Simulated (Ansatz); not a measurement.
All cells below were computed with r2SCAN (plane-wave PAW, Ansatz 0.2.0, no spin polarisation, atoms fixed as given).

Task: Rank them by formation energy per atom at these unrelaxed geometries, against the elements' usual phases, most negative first.
A.
Zn2Ge2F (500 eV, 9×9×9 mesh on the cell that ran, as a rule the primitive one, fermi-dirac 0.1 eV)
Space group I4/mmm (No. 139). a = 3.914 Å, b = 3.914 Å, c = 10.088 Å, α = 90.00°, β = 90.00°, γ = 90.00°
```tsv
atom	site	symmetry	x	y	z
Ge	4e	4mm	0.5000	0.5000	0.8860
F	2a	4/mmm	0.0000	0.0000	0.0000
Zn	4d	-4m2	0.5000	0.0000	0.7500
```
B.
I4O (500 eV, 6×6×6 mesh on the cell that ran, as a rule the primitive one, fermi-dirac 0.1 eV)
```
O I
1.0
     5.99884    0.00000    0.00000
     0.00000    5.99884    0.00000
     0.00000    0.00000    5.99884
O I
1 4
Direct
  0.00000 0.00000 0.00000
  0.25000 0.25000 0.25000
  0.75000 0.75000 0.25000
  0.25000 0.75000 0.75000
  0.75000 0.25000 0.75000
```
C.
Tl4Si (500 eV, 7×7×4 mesh on the cell that ran, as a rule the primitive one, fermi-dirac 0.1 eV)
```
Tl Si
1.0
     5.09229    0.00000    0.00000
     0.00000    5.09229    0.00000
     0.00000    0.00000   10.65618
Tl Si
8 2
Direct
  0.00000 0.00000 0.00000
  0.50000 0.50000 0.00000
  0.00000 0.50000 0.48100
  0.50000 0.00000 0.51900
  0.00000 0.00000 0.30400
  0.50000 0.50000 0.30400
  0.50000 0.50000 0.69600
  0.00000 0.00000 0.69600
  0.00000 0.50000 0.16900
  0.50000 0.00000 0.83100
```

Result: A (-0.04 eV), C (0.32 eV), B (0.77 eV).

Origins: I4O, a known structure type with other elements, at an estimated volume; Tl4Si, a known structure type with other elements, at an estimated volume; Zn2Ge2F, a known structure type with other elements, at an estimated volume. Caveats for one or more cells: many states at the Fermi level without spin polarisation, so a magnetic state may lie lower.
